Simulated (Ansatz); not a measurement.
Here is the system:

AlN:
```yaml
crystal:
  lattice:
    - [3.09475, 0.00000, 0.00000]
    - [-1.54737, 2.68013, 0.00000]
    - [0.00000, 0.00000, 10.02027]
  atoms:
    - { symbol: Al, position: [0.00000, 0.00000, 0.00148] }
    - { symbol: Al, position: [0.00000, 0.00000, 0.50148] }
    - { symbol: Al, position: [0.66667, 0.33333, 0.75034] }
    - { symbol: Al, position: [0.33333, 0.66667, 0.25034] }
    - { symbol: N, position: [0.00000, 0.00000, 0.81190] }
    - { symbol: N, position: [0.00000, 0.00000, 0.31190] }
    - { symbol: N, position: [0.66667, 0.33333, 0.56190] }
    - { symbol: N, position: [0.33333, 0.66667, 0.06190] }
```

This is the HSE06-relaxed structure.

**Question.** All from DFT-HSE06 in the program Ansatz with PAW potentials, unless another level is named. Estimate the smallest direct gap on the standard path.

**Answer.** 5.59 eV.

**Question.** Next, the band gap?

**Answer.** 5.31 eV (indirect).

**Question.** Give the conduction-band minimum.

**Answer.** at M (3 equivalent valleys).

**Question.** What about the valence-band maximum?

**Answer.** at Γ.

Space group P6_3mc. A made-up cell: these elements were put on the sites of a structure type. Its sites differ from those of the usual phase in this space group: another stacking or structure type. The cell was relaxed with HSE06 under the symmetry of its start; its stability against distortions is not shown here. The hybrid was solved on a coarse mesh, the path and, where they were found, the r²SCAN edge points; its band edges are the extreme levels among these.

Potentials: the later of the program's two PAW sets.
